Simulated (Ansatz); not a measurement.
Input:

Sr₃Al₂Sn₂:
```yaml
crystal:
  lattice:
    - [-2.22892, 2.44215, 9.91066]
    - [2.22892, -2.44215, 9.91066]
    - [2.22892, 2.44215, -9.91066]
  atoms:
    - { symbol: Sn, position: [0.64152, 0.64152, 0.00000] }
    - { symbol: Sn, position: [0.35848, 0.35848, 0.00000] }
    - { symbol: Al, position: [0.56362, 0.06362, 0.50000] }
    - { symbol: Al, position: [0.43638, 0.93638, 0.50000] }
    - { symbol: Sr, position: [0.00000, 0.50000, 0.50000] }
    - { symbol: Sr, position: [0.81689, 0.81689, 0.00000] }
    - { symbol: Sr, position: [0.18311, 0.18311, 0.00000] }
```

This is the PBEsol-relaxed structure.

Problem. All from plane-wave PAW PBEsol (Ansatz code), unless another level is named. Give the formation energy from the elements (no fitted shifts).

Solution. -51 kJ/mol of atoms.

Problem. Next, the density of states at the Fermi level?

Solution. 0.30 states/eV per atom (mean over ±0.08 eV).

Space group Immm. The workflow started from an entry of the Crystallography Open Database (COD). Its standing as an ambient phase is unchecked. The PBEsol relaxation kept the symmetry of its start; whether a distortion lowers the energy is not shown. The references are the lowest solids computed at this level, not always the standard phases. Spin–orbit coupling is left out wherever it is not named.

Potentials: the later of the program's two PAW sets.
